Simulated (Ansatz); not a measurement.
## VH2: zone-centre modes under pressure

VH2, Fm-3m, a = 4.137 Å. The structure is a COD entry; whether it is the stable form wasn't checked. Ansatz: LDA, PAW, 420 eV, Γ-centred 18×18×18 mesh on 3 atoms, Fermi-Dirac smearing 0.15 eV; no spin polarisation. Cell and atoms are relaxed at each pressure with the symmetry kept; optical modes at Γ by linear response, in cm⁻¹, matched by rank (the highest 2 distinct ones).

```
P (GPa) V (Å³/atom)      ω1      ω2
      0        5.902  1230.3  1404.4
      3        5.816       ?       ?
     10        5.636  1306.7  1473.4
```

**Question.** Get each mode's Grüneisen parameter γ = −d ln ω/d ln V from the other rows and predict the missing frequencies.

**Answer.** ln(V/V0) = 0.0000, -0.0147, -0.0461; a line through ln(ω/ω0) of the 2 known rows gives ω1: γ = 1.307, predicted 1254.2, computed 1254.5; ω2: γ = 1.040, predicted 1426.0, computed 1426.2. The worst miss is 0.0 %, or 1 % of the shift under pressure, so a constant γ serves at that level. In a metal these frequencies hang on the mesh and smearing.

Cost: 3 runs of about 1.5 core-minutes in all, on Arm Neoverse V1 (shared hosts).